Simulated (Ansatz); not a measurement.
BePd (Pm-3m): what a change of settings does

```
CELL_PARAMETERS angstrom
2.77261 0.00000 0.00000
0.00000 2.77261 0.00000
0.00000 0.00000 2.77261
ATOMIC_POSITIONS crystal
Be 0.00000 0.00000 0.00000
Pd 0.50000 0.50000 0.50000
```

Unless marked otherwise, the numbers come from LDA, all-electron PAW in Ansatz 0.2.0, datasets made for the crystal, scalar-relativistic. k mesh 14×14×14, strains of ±0.008, Fermi-Dirac smearing of 0.050 eV. The cell was relaxed by PAW under this functional, which moved its volume by -4 % from the database entry's.

With these settings the run gives C11 = 218.1, C44 = 89.2 GPa and B_V = 206.4 GPa (relaxed ions).

**Question.** The run is repeated in the same cell with scf.occupations.method from fermi_dirac to cold; scf.occupations.width from 0.05 to 0.2. What moves, and by how much?

**Answer.** C11: +6.48 %; C44: +0.9 %; B_V: -0.06 %. These settings are too loose or unsuited for a converged value.

Caveats: responses of metals move with mesh and smearing; the softest shear constant rests on one k mesh, and a soft shear can herald a distortion on cooling; slopes at the two strain sizes disagree.
